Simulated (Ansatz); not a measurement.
The start is a generated cell, Ga2O3 built in the beta-Ga2O3 structure type. Cell shape, volume and atoms are optimised at zero target pressure with PBE (plane waves to 420 eV, PAW, scalar-relativistic; Ansatz, an electronic-structure program). First-step values are on the input's coarse k-mesh.

Ansatz input (later rounds restart from its end on a renewed k-mesh):
Ansatz 0.2 input:
```yaml
crystal:
  lattice:
    - [6.107, -1.5185, 0]
    - [6.107, 1.5185, 0]
    - [-1.385965, 0, 5.629912]
  atoms:
    - { symbol: Ga, position: [0.0905, 0.0905, 0.7946] }
    - { symbol: Ga, position: [0.9095, 0.9095, 0.2054] }
    - { symbol: Ga, position: [0.6587, 0.6587, 0.314] }
    - { symbol: Ga, position: [0.3413, 0.3413, 0.686] }
    - { symbol: O, position: [0.1645, 0.1645, 0.1098] }
    - { symbol: O, position: [0.8355, 0.8355, 0.8902] }
    - { symbol: O, position: [0.1733, 0.1733, 0.5632] }
    - { symbol: O, position: [0.8267, 0.8267, 0.4368] }
    - { symbol: O, position: [0.4959, 0.4959, 0.2566] }
    - { symbol: O, position: [0.5041, 0.5041, 0.7434] }
basis: { ecutwfc: 420, ecutrho_ratio: 4, xc_grid: 2, fft_grid_basis: typed }
kpoints: { mp_grid: { grid: [8, 8, 4] } }
hamiltonian:
  xc: pbe
  dispersion: none
  pseudopotentials: { azcp: { folder: ./paw }, kind: paw }
scf: { occupations: { method: fermi_dirac, width: 0.05 } }
relax: { f_tol: 0.01, max_steps: 100, cell: { stress_tol: 0.02 } }
output: { forces: true, stress: true }
```

**Question.** How large is the pressure on the unrelaxed cell, and of which sign?

**Answer.** +9.5 GPa (positive: the cell is compressed).

**Question.** What is the largest force in the starting geometry, and on which atom (counted from 1)?

**Answer.** 0.22 eV/Å, on O5, O6 (atoms numbered as listed).

**Question.** By how much does the energy per atom fall from start to end?

**Answer.** 15 meV/atom.

**Question.** How does the volume change?

**Answer.** +5.0 %, from 10.44 to 10.96 Å³/atom.

**Question.** How do the shortest distances between atoms change?

**Answer.** The closest pairs of elements (up to four, under 3.6 Å), start → end: Ga–O 1.83 → 1.86 Å; O–O 2.61 → 2.65 Å; Ga–Ga 3.04 → 3.08 Å.

**Question.** Is the relaxed structure metallic? Give its gap.

**Answer.** 2.01 eV, direct within 0.03 eV (at Γ) (no spin-orbit coupling).

**Question.** What does it relax into? Give the structure.

**Answer.** 
```cif
data_Ga8O12
_chemical_formula_sum 'Ga8 O12'
_space_group_name_H-M_alt 'C2/m'
_space_group_IT_number 12
_space_group_name_Hall '-C 2y'
_cell_length_a 12.45598
_cell_length_b 3.08328
_cell_length_c 5.87729
_cell_angle_alpha 90.000
_cell_angle_beta 103.697
_cell_angle_gamma 90.000
loop_
_atom_site_label
_atom_site_type_symbol
_atom_site_symmetry_multiplicity
_atom_site_Wyckoff_symbol
_atom_site_fract_x
_atom_site_fract_y
_atom_site_fract_z
_atom_site_occupancy
Ga1 Ga 4 i 0.08990 0.00000 0.79472 1
Ga2 Ga 4 i 0.15849 0.50000 0.31418 1
O1 O 4 i 0.16348 0.00000 0.10915 1
O2 O 4 i 0.17370 0.00000 0.56434 1
O3 O 4 i 0.49601 0.00000 0.25670 1
```
(The calculation used a cell of 10 atoms; values per cell refer to that cell.)

The space group stays C2/m (No. 12) (the run could not lower it), with 10 atoms in the primitive cell. Final values are on a 11×11×6 k-mesh of the relaxed cell. No spin polarisation in the result.

The run could not lose the symmetry of its start; a randomly shaken copy of 10 atoms returns to this structure.

The first start was generated by placing the elements on the sites of a structure type. A measured structure of Ga2O3 has the same space group, C2/m (No. 12); the sites were not compared with it.
